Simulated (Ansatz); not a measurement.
Input and command of a calculation in Ansatz (plane waves; scalar-relativistic PAW potentials unless the input names others):

```yaml
crystal:
  lattice:
    - [5.8024138989, 0.0, 0.0]
    - [-2.9012069495, 5.0250378397, 0.0]
    - [0.0, 0.0, 4.8185137025]
  atoms:
    - { symbol: Ta, position: [0.8351349831, 0.6702699663, 0.25] }
    - { symbol: Ta, position: [0.1648650169, 0.8351349831, 0.75] }
    - { symbol: Ta, position: [0.3297300337, 0.1648650169, 0.25] }
    - { symbol: Ta, position: [0.1648650169, 0.3297300337, 0.75] }
    - { symbol: Ta, position: [0.8351349831, 0.1648650169, 0.25] }
    - { symbol: Ta, position: [0.6702699663, 0.8351349831, 0.75] }
    - { symbol: Ga, position: [0.3333333333, 0.6666666667, 0.25] }
    - { symbol: Ga, position: [0.6666666667, 0.3333333333, 0.75] }
basis:
  ecutwfc: 420
kpoints:
  mp_grid: { grid: [6, 6, 8] }
hamiltonian:
  xc: pbe
scf:
  occupations: { method: gaussian, width: 0.1 }
  algorithm: direct_min
output:
  forces: true
  eigenvalues: true
  stress: true
```

```bash
ansatz run input.yaml --threads 1 --pin off --max-ram 2560MiB --backend cpu --events-out ev --progress --plain --runs-dir out
```

Abridged log:
```
Basis set: ecut = 420 eV, 2753 PW (Γ), exchange–correlation on 80×80×72 points (8 copies of the dense FFT grid, shifted against one another)
Bands: 63, of which v1, the nominal top of the filled ones, is band 52 counted from 1 (51 counted from 0)
Symmetry: 24 space group operations
k-points: 35 of 288
SCF iter   1: F=—  HF=-67159.568899 eV  |F-HF|=—  |Δ(HF+E_count)|=         —  Δρ=4.43e-3  dr2=1.70e-2  ethr=1.77e-3  ⟨swp⟩=5.5  Hψ=8848  notcnv=0
SCF iter   2: F=—  HF=-67159.569805 eV  |F-HF|=—  |Δ(HF+E_count)|=   9.06e-4  Δρ=1.63e-3  dr2=5.78e-3  ethr=1.64e-5  ⟨swp⟩=4.0  Hψ=6528  notcnv=0
SCF iter   3: F=—  HF=-67159.567495 eV  |F-HF|=—  |Δ(HF+E_count)|=   2.31e-3  Δρ=3.27e-4  dr2=3.62e-4  ethr=2.75e-7  ⟨swp⟩=4.0  Hψ=9239  notcnv=0
SCF iter   4: F=—  HF=-67159.567373 eV  |F-HF|=—  |Δ(HF+E_count)|=   1.22e-4  Δρ=8.45e-5  dr2=2.03e-5  ethr=1.32e-7  ⟨swp⟩=3.5  Hψ=4930  notcnv=0
SCF iter   5: F=—  HF=-67159.567366 eV  |F-HF|=—  |Δ(HF+E_count)|=   7.45e-6  Δρ=2.07e-5  dr2=1.57e-6  ethr=7.41e-9  ⟨swp⟩=4.0  Hψ=5090  notcnv=0
SCF iter   6: F=—  HF=-67159.567365 eV  |F-HF|=—  |Δ(HF+E_count)|=   4.16e-7  Δρ=6.19e-6  dr2=1.40e-7  ethr=5.72e-10  ⟨swp⟩=4.2  Hψ=5099  notcnv=0
SCF iter   7: F=-67159.567365 eV  HF=-67159.567365 eV  |F-HF|=1.15e-8  |Δ(HF+E_count)|=   3.84e-8  Δρ=1.82e-6  dr2=1.34e-8  ethr=5.11e-11  ⟨swp⟩=3.7  Hψ=5016  notcnv=0
SCF 1 converged in 7 iterations: F = -67159.567365 eV  dr2 = 1.34e-8
  Residual-converged pass: ⟨swp⟩=3.0  Hψ=5016  notcnv=0  max |occ|·‖R‖ = 5.8e-6 eV (tolerance 6.7e-6 eV) dr2=1.37e-8  dr2_onsite=2.15e-10  max |Δocc| = 7.1e-10
SCF converged after 7 iterations
Stability not checked: this state was not tested for a lower state beside it, because a direct minimisation reached the state, and no test of it is asked (direct_minimisation; see scf.lower_state_search)
Free energy (F): -67159.567365 eV
Harris-Foulkes:  -67159.567365 eV  (|F-HF|=1.15e-8)
Internal energy: -67159.507021 eV  (E = F + TS)
E sigma→0 (E₀):  -67159.537193 eV
Entropy (-TS):   -0.060344 eV (-7.543 meV/atom)
Fermi energy:    17.382332 eV
--- Forces (eV/Å), atoms counted from 1 ---
  atom   1  Ta     0.00000000    -0.00087335     0.00000000
  atom   2  Ta     0.00075634    -0.00043667     0.00000000
  atom   3  Ta     0.00075634     0.00043667     0.00000000
  atom   4  Ta     0.00000000     0.00087335     0.00000000
  atom   5  Ta    -0.00075634     0.00043667     0.00000000
  atom   6  Ta    -0.00075634    -0.00043667     0.00000000
  atom   7  Ga     0.00000000     0.00000000     0.00000000
  atom   8  Ga     0.00000000     0.00000000     0.00000000
--- Stress (GPa, compression-positive) ---
        0.000858       0.000000       0.000000
        0.000000       0.000858       0.000000
        0.000000       0.000000      -0.008711
  P = ⅓ Tr σ = -0.0023 GPa (-0.023 kbar)
```

Apart from outputs, empty bands and the relaxation, which only the reference makes, the input differs from a reference run on usual settings in scf.algorithm: not typed → "direct_min". The reference, at the same geometry, ended its own course with pressure 0.00 GPa, largest force 0.001 eV/Å, no gap on the mesh. This run converged in 7 SCF iterations with an energy at zero smearing within 0.01 meV/atom of the reference's, pressure 0.00 GPa, largest force 0.001 eV/Å, no gap on the mesh.

It took 72 s on 1 thread of Intel(R) Xeon(R) Platinum 8259CL CPU @ 2.50GHz (Skylake/Cascade Lake), with other jobs on the host, peak memory 1.1 GiB.